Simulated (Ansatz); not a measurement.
Coordination and 133Cs quadrupole coupling in Cs3CdBrCl4

Cell: a COD entry, relaxed with PBE at fixed cell and then changed (all 8 Br of one site replaced by Cl, ions relaxed).

Space group I4/mcm (No. 140); a = 9.5630, c = 15.8619 Å.

```
site  Wyckoff  site symmetry       x       y       z
 Cs1       4a            422  0.0000  0.0000  0.2500
 Cs3       8h           m.2m  0.1630  0.6630  0.0000
  Cd       4b           -42m  0.5000  0.0000  0.2500
  Br       4c          4/m..  0.0000  0.0000  0.0000
  Cl      16l            ..m  0.1439  0.6439  0.3481
```

One atom of each set is listed; the run and its k-mesh use a cell of 18 atoms with edges of 10.42, 10.42, 10.42 Å.

The numbers come from a DFT calculation in Ansatz (PBE, plane waves and PAW, scalar-relativistic, 420 eV cutoff, Γ-centred 4×4×4 k-points, Fermi–Dirac smearing 0.02 eV).

Q(133Cs) = -3.430 mb.

Question: Rank these Cs sites by |C_Q|, smallest first.
A. Cs1: 2 Br at 3.97 Å, 8 Cl at 3.99 Å
B. Cs3: 6 Cl at 3.55–3.80 Å, 2 Br at 3.58 Å

Answer: A (0.197 MHz, η = 0.00), B (0.528 MHz, η = 0.08).

An axis of threefold or higher order runs through Cs1, so V_zz lies along it and η is zero. Like point charges on the first shell alone (each adding as 1/d³) would give the same order.

Without spin–orbit coupling (the program notes it for Cs) the gradients are little affected as a rule: paired runs on crystals with a gap mostly move them by under 2 % at such atoms.
